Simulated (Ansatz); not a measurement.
Band structure of Ni

```yaml
crystal:
  lattice:
    - [0.00000, 1.76795, 1.76795]
    - [1.76795, 0.00000, 1.76795]
    - [1.76795, 1.76795, 0.00000]
  atoms:
    - { symbol: Ni, position: [0.00000, 0.00000, 0.00000] }
```

The cell comes from COD entry 2100640, which wasn't checked; take it as a given geometry.

Theory: Ansatz 0.2.0, DFT, PBE, all-electron LAPW, Dirac equation with spin-orbit coupling.

Sampling and basis: a Γ-centred 18×18×18 k mesh, Fermi–Dirac smearing of 0.05 eV, basis error target 0.25 meV/atom, spin-polarised from start moments Ni 1.5 μB, magnetisation along z, ending with a spin moment of 0.62 μB in the cell.

Points in fractions of the reciprocal vectors of this cell: Γ (0, 0, 0), X (0.5, 0, 0.5), U (0.625, 0.25, 0.625), K (0.375, 0.375, 0.75), L (0.5, 0.5, 0.5), W (0.5, 0.25, 0.75). The path joins them by straight lines in the order Γ–X–U–K–Γ–L–W–X; legs that retrace an earlier one aren't tabulated. Energies are in eV from the Fermi level.

Metal or insulator at this level of theory?

No gap opens: metallic or semimetallic.

Tabulate bands 16 to 21, counted from the lowest band of the run, along the path.


| k (1/Å) | point | band 16 | band 17 | band 18 | band 19 | band 20 | band 21 |
| --- | --- | --- | --- | --- | --- | --- | --- |
| 0.00 | Γ | -1.62 | -1.23 | -1.22 | -0.67 | -0.66 | 23.17 |
| 0.36 |  | -1.52 | -1.36 | -1.16 | -0.84 | -0.60 | 22.30 |
| 0.71 |  | -1.26 | -1.10 | -1.06 | -0.98 | -0.42 | 20.48 |
| 1.07 |  | -1.21 | -0.80 | -0.48 | -0.46 | -0.19 | 17.11 |
| 1.42 |  | -0.04 | 0.12 | 0.14 | 0.35 | 0.44 | 11.93 |
| 1.78 | X | 0.05 | 0.40 | 0.40 | 2.27 | 2.32 | 9.01 |
| 1.90 |  | 0.01 | 0.20 | 0.39 | 2.53 | 2.54 | 9.02 |
| 2.03 |  | -0.24 | -0.06 | 0.35 | 3.06 | 3.16 | 9.07 |
| 2.15 |  | -0.56 | -0.19 | 0.30 | 3.78 | 3.94 | 9.12 |
| 2.28 |  | -0.65 | -0.35 | 0.22 | 4.63 | 4.82 | 8.64 |
| 2.41 | U | -0.74 | -0.52 | 0.13 | 5.57 | 5.77 | 7.11 |
| 2.62 |  | -0.73 | -0.64 | 0.15 | 5.80 | 6.01 | 6.66 |
| 2.84 |  | -0.79 | -0.65 | 0.20 | 5.65 | 5.86 | 6.68 |
| 3.06 |  | -0.79 | -0.65 | 0.20 | 5.65 | 5.86 | 6.68 |
| 3.28 |  | -0.73 | -0.64 | 0.15 | 5.80 | 6.01 | 6.66 |
| 3.49 | K | -0.75 | -0.51 | 0.13 | 5.57 | 5.77 | 7.11 |
| 3.87 |  | -1.11 | -0.96 | -0.25 | 2.85 | 3.23 | 8.81 |
| 4.25 |  | -1.54 | -1.15 | -0.73 | 0.25 | 0.89 | 12.61 |
| 4.62 |  | -1.52 | -1.19 | -1.03 | -0.86 | -0.21 | 16.88 |
| 5.00 |  | -1.53 | -1.34 | -1.19 | -0.79 | -0.63 | 21.31 |
| 5.38 | Γ | -1.62 | -1.23 | -1.22 | -0.67 | -0.66 | 23.17 |
| 5.69 |  | -1.55 | -1.27 | -1.25 | -0.71 | -0.69 | 21.55 |
| 5.99 |  | -1.42 | -1.28 | -1.23 | -0.68 | -0.63 | 16.63 |
| 6.30 |  | -1.51 | -1.07 | -1.01 | -0.38 | -0.32 | 11.76 |
| 6.61 |  | -1.39 | -0.77 | -0.71 | -0.02 | 0.03 | 7.61 |
| 6.92 | L | -0.58 | -0.44 | -0.37 | 0.13 | 0.18 | 5.49 |
| 7.17 |  | -1.14 | -0.63 | 0.14 | 0.83 | 1.16 | 5.54 |
| 7.42 |  | -1.36 | -0.67 | 0.10 | 2.39 | 2.66 | 5.72 |
| 7.67 |  | -0.99 | -0.71 | 0.11 | 4.16 | 4.40 | 6.15 |
| 7.92 |  | -0.78 | -0.60 | 0.26 | 6.11 | 6.31 | 6.91 |
| 8.17 | W | -0.76 | -0.49 | 0.39 | 7.54 | 7.54 | 7.75 |
| 8.35 |  | -0.66 | -0.49 | 0.39 | 6.12 | 6.30 | 9.08 |
| 8.53 |  | -0.50 | -0.40 | 0.39 | 4.80 | 4.97 | 9.33 |
| 8.71 |  | -0.49 | -0.16 | 0.39 | 3.63 | 3.77 | 9.14 |
| 8.88 |  | -0.05 | 0.06 | 0.39 | 2.72 | 2.76 | 9.04 |
| 9.06 | X | 0.05 | 0.40 | 0.40 | 2.27 | 2.32 | 9.01 |
